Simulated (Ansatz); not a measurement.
Here is the system:

SiO$_{2}$:
```cif
data_O24Si12
_chemical_formula_sum 'Si12 O24'
_space_group_name_H-M_alt 'I-43m'
_space_group_IT_number 217
_space_group_name_Hall 'I -4 2 3'
_cell_length_a 8.77342
_cell_length_b 8.77342
_cell_length_c 8.77342
_cell_angle_alpha 90.000
_cell_angle_beta 90.000
_cell_angle_gamma 90.000
loop_
_atom_site_label
_atom_site_type_symbol
_atom_site_symmetry_multiplicity
_atom_site_Wyckoff_symbol
_atom_site_fract_x
_atom_site_fract_y
_atom_site_fract_z
_atom_site_occupancy
Si1 Si 12 d 0.00000 0.25000 0.50000 1
O1 O 24 g 0.14521 0.14521 0.45955 1
```
(The calculation used a cell of 18 atoms; values per cell refer to that cell.)

This is the r²SCAN-relaxed structure.

Question: All from DFT-r²SCAN in the program Ansatz with PAW potentials, unless another level is named. Predict the HSE06 gap on the r²SCAN cell.

Answer: 7.49 eV.

Question: What about the band gap?

Answer: 6.53 eV (indirect).

Question: Predict the conduction-band minimum.

Answer: at Γ.

The workflow started from a Materials Project entry (that database holds measured and hypothetical structures alike); the Crystallography Open Database copy checked does not list it. It is not the phase usual at ambient conditions (space group No. 92, 152, 154). The r²SCAN relaxation kept the symmetry of its start; whether a distortion lowers the energy is not shown.

Potentials: the earlier of the program's two PAW sets. The files were generated under PBE; for other functionals the program regenerates the frozen cores, and for LDA and PBEsol the local potential too.
